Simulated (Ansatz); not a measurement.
Here is the system:

Al₂Cu:
```cif
data_Al2Cu
_chemical_formula_sum 'Al2 Cu1'
_space_group_name_H-M_alt 'P 1'
_space_group_IT_number 1
_cell_length_a 4.08845
_cell_length_b 4.08845
_cell_length_c 2.85142
_cell_angle_alpha 90.000
_cell_angle_beta 90.000
_cell_angle_gamma 90.000
loop_
_space_group_symop_operation_xyz
  'x, y, z'
loop_
_atom_site_label
_atom_site_type_symbol
_atom_site_fract_x
_atom_site_fract_y
_atom_site_fract_z
_atom_site_occupancy
Al1 Al 0.50000 0.00000 0.50000 1
Al2 Al 0.00000 0.50000 0.50000 1
Cu1 Cu 0.00000 0.00000 0.00000 1
```

This is the r²SCAN-relaxed structure.

### Question
All from r²SCAN in the plane-wave PAW code Ansatz, unless another level is named. Predict the density of states at the Fermi level.

### Answer
0.27 states/eV per atom (mean over ±0.08 eV).

### Question
Next, the formation energy from the elements (no fitted shifts)?

### Answer
-0.042 eV/atom.

Space group P4/mmm. The first step of the workflow began from a Materials Project structure, measured or hypothetical; the Crystallography Open Database copy checked does not list it. It is not the phase usual at ambient conditions (space group No. 140). The r²SCAN relaxation kept the symmetry of its start; its stability against distortions is not shown here. No spin polarisation was allowed. The references are the lowest solids computed at this level, not always the standard phases.

Potentials: the later of the program's two PAW sets.
